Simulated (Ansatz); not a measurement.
**What DFT gives for KYbGeS₄**

```
Yb Ge K S
1.0
     6.35059    0.00000    0.00000
     0.00000    6.48618    0.00000
    -2.56550    0.00000    7.99059
Yb Ge K S
2 2 2 8
Direct
  0.26980 0.96425 0.94753
  0.73020 0.46425 0.05247
  0.72077 0.99863 0.82084
  0.27923 0.49863 0.17916
  0.23290 0.98210 0.43610
  0.76710 0.48210 0.56390
  0.47410 0.23750 0.77530
  0.52590 0.73750 0.22470
  0.48430 0.22800 0.20840
  0.51570 0.72800 0.79160
  0.92080 0.00080 0.65890
  0.07920 0.50080 0.34110
  0.07290 0.55670 0.92700
  0.92710 0.05670 0.07300
```

Single point in Ansatz 0.2.0 with r2SCAN, no spin polarisation. Cutoff 500 eV, PAW datasets, 3×3×3 (shifted by 0.5, 0.5, 0.5 steps) k mesh, fermi-dirac filling (width 0.1 eV).

**Formation energy.** -1.25 eV an atom against the elements' usual phases (free molecules for gases, crystals otherwise, with no correction for O₂ or N₂), so it is bound against them; other compounds may still compete. Relaxing would lower it.
**Electronic structure.** It is a metal, with about 16 states/eV a cell as the mean within 0.25 eV of the Fermi level, mostly Yb f (56 %) and S p (41 %).
**Forces.** The largest is on S7 (and as large on other atoms): 1.03 eV/Å, components (-0.67, 0.73, -0.27). It makes 174° with the line to a nearest neighbour, Ge3 at 2.15 Å, pointing away from it.
**Charges.** Bader charges in e: K +0.84, Yb +1.80, Ge +1.48, S -1.03. In the mean Yb gives up most and S takes most.
**Stress.** The pressure is 4.6 GPa (compression positive), so with the atoms held at these fractions the cell would first expand; the forces are large, so a full relaxation may end otherwise.

Origin: a known structure type with other elements, at an estimated volume, so it need not be a known compound. Caveats: no spin polarisation, so a magnetic state may lie lower; the k mesh is coarse if the cell is a metal; f levels without a U or exact exchange are poorly placed.
